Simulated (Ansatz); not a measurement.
Property card for SbSe2

The calculation used DFT PBE, scalar-relativistic, plane waves, PAW in Ansatz.

Cutoff 420 eV; k points 12×12×8 on the computed 3-atom cell (Γ-centred); Gaussian smearing, width 0.10 eV; no spin polarisation.

The structure is relaxed at this level of theory with its symmetry kept, and needn't be the ground state of this composition.

Space group P-4m2 (No. 115), tetragonal, a = 4.249 Å, c = 5.570 Å. Around Sb lie 4 Se at 2.65 Å; Se is surrounded by 2 Sb at 2.65 Å.

| Item | Value |
| --- | --- |
| Volume per atom | 33.52 Å³ |
| Formation energy from the elements' standard states (uncorrected) | +0.052 eV/atom |
| Kohn–Sham band gap | none (metal) |
| Density of states at the Fermi level | 1.7 states/eV per cell |
| Orbital (Löwdin) character within 0.5 eV of the Fermi level | Se 4p 69 %, Sb 5s 16 %, Sb 5p 11 % |
| Bader charge by site (e) | Sb (1 in the cell) 0.93, Se (2 in the cell) -0.47 |

Spin-orbit coupling is left out, which matters for the bands of heavy elements.

Another cell of SbSe2 relaxed alike, in P-3m1, lies 202 meV/atom lower, so this cell isn't the stable form at this level.

The cell was found from a structure generator's guess, not taken from experiment. No dispersion correction is applied, so the spacing between layers, chains or molecules is poorly fixed. Löwdin shares on free-atom orbitals overweight diffuse shells.
